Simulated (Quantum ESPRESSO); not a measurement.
# Hf2TiGaO7F: a curve over one atom's position

Computed values, not a measurement. The program is pw.x of Quantum ESPRESSO 7.5 (plane-wave density functional theory). The cell is made up: 12 atoms on a fluorite lattice, with randomly drawn elements, strain and displacements, not relaxed. PseudoDojo standard norm-conserving files (v0.5 for PBE, v0.4.1 for LDA and PBEsol) set the functional; there is no spin polarisation, spin-orbit coupling or dispersion term, and the masses in the input are unused placeholders.

The hafnium pseudopotential is less sure than the others, with forces about 3 percent (worst 6) and pressure in oxides about 1.5 GPa (worst 2.7) from a second method in checks, which no rerun with the same files tests.

Seven runs move atom 2 (Hf, counted in the order of the input) along x and keep all else fixed.

Input of the run at +0.0172:

```
&control calculation='scf', pseudo_dir='./dojo.nc.sr.pbe.v0_5.standard.upf', outdir='./o', disk_io='medium', tprnfor=.true., tstress=.true. /
&system ibrav=0, nat=12, ntyp=5, nbnd=55, ecutwfc=84.00895049, nosym=.true., tot_charge=0,
 occupations='smearing', smearing='fd', degauss=0.0018374661
/
&electrons conv_thr=7.350e-09, electron_maxstep=60, /
ATOMIC_SPECIES
F 1.0 F.upf
Ga 1.0 Ga.upf
Hf 1.0 Hf.upf
O 1.0 O.upf
Ti 1.0 Ti.upf
CELL_PARAMETERS angstrom
4.8169 -0.04 0.0408
-0.04 4.8609 0.0469
0.0408 0.0469 4.9199
ATOMIC_POSITIONS angstrom
Hf 0.0201 0.0019 0.0044
Hf 0.0097 2.4611 2.5078
Ti 2.3718 0.0272 2.542
Ga 2.4106 2.4329 0.0345
O 1.1605 1.1917 1.2611
O 1.2465 1.2426 3.6767
O 1.1798 3.6451 1.2843
O 1.1575 3.7167 3.7333
F 3.6454 1.2245 1.2568
O 3.6134 1.2314 3.6873
O 3.5701 3.6447 1.3181
O 3.6099 3.6549 3.7087
K_POINTS automatic
5 5 5 1 1 1
```

```
shift of atom 2 along x (Å)  free energy less that of the input shown (eV)  Fx on atom 2 (eV/Å)  Fy on atom 2 (eV/Å)  Fz on atom 2 (eV/Å)  pressure (GPa)  next band up at Gamma (eV)  iterations
                    -0.1284                                         0.3880                4.245                2.382                0.211           24.21                       0.454          16
                    -0.0686                                         0.1735                2.940                2.196                0.352           23.53                       0.458          16
                    -0.0310                                         0.0781                2.135                2.080                0.428           23.27                       0.459          16
                    +0.0172                                         0.0000                1.104                1.933                0.508           23.13                       0.459          16
                    +0.0498                                        -0.0245                0.396                1.835                0.553           23.15                       0.457          16
                    +0.0672                                        -0.0280                0.012                1.783                0.573           23.20                       0.456          16
                    +0.1552                                         0.0593               -2.027                1.525                0.643           23.89                       0.438          16
```

A cubic fit gives dFx/dx = -21.42 eV/Å² at zero shift. Across the table the free energy follows the integral of the force to within 0.2 meV. A rerun of one of the cells at a cutoff of 1437 eV and k mesh 7 x 7 x 7 moved values by no more than 0.003 eV in energy, 0.05 GPa in stress and 0.003 eV/Å in force. The band column is the level of band 50 at Gamma less that of band 49, whose number is half the electron count, rounded up; it comes from a band step after each run.